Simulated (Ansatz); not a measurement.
The elements of this relaxed trial crystal are hidden behind letters.

```
lattice vectors (Å)
   5.2589    0.0000    0.0000
   0.0000    5.2589    0.0000
   0.0000    0.0000    5.2589
fractional positions
X 0.0000 0.0000 0.0000
X 0.5000 0.5000 0.5000
Z 0.0000 0.5000 0.5000
Z 0.5000 0.0000 0.5000
Z 0.5000 0.5000 0.0000
```

Theory: Ansatz, DFT PBE, scalar-relativistic, plane waves, PAW. Plane waves to 420 eV, an 8×8×8 mesh through Γ for the 5-atom cell and 0.10 eV Gaussian smearing; no spin polarisation.

```
Space group                              : Pm-3m (No. 221)
Conventional cell                        : a = 5.259 Å
Volume per atom                          : 29.09 Å³
Density                                  : 3.29 g/cm³
Energy over the elements                 : −0.90 eV/atom
Gap on the 8×8×8 mesh of the 5-atom cell : 0 eV (a metal)
```

Energies are uncorrected and count from the elements' standard states at the same level.

**Question.** X is an s-block element of period 3 and Z is a p-block element of period 4. Which elements are they?

**Answer.** X = Mg, Z = Br, so the formula is Mg2Br3. Density times volume gives a mean mass of 3.29 × 29.09/1.6605 = 57.6 u per atom, and this set has 57.7 u. Among the elements that the hints allow, noble gases aside, only these give it. Mg on its first site has 12 Br at 3.72 Å (long against covalent radii, as for large ions); around Mg on its second site lie 6 Br at 2.63 Å; Br has 2 Mg at 2.63 Å, 4 Mg at 3.72 Å and 8 Br at 3.72 Å.

An odd number of electrons in the primitive cell allows no gap without spin; a larger cell or a magnetic state could open one. Symmetry constrained the relaxation, so the result can be a saddle point.
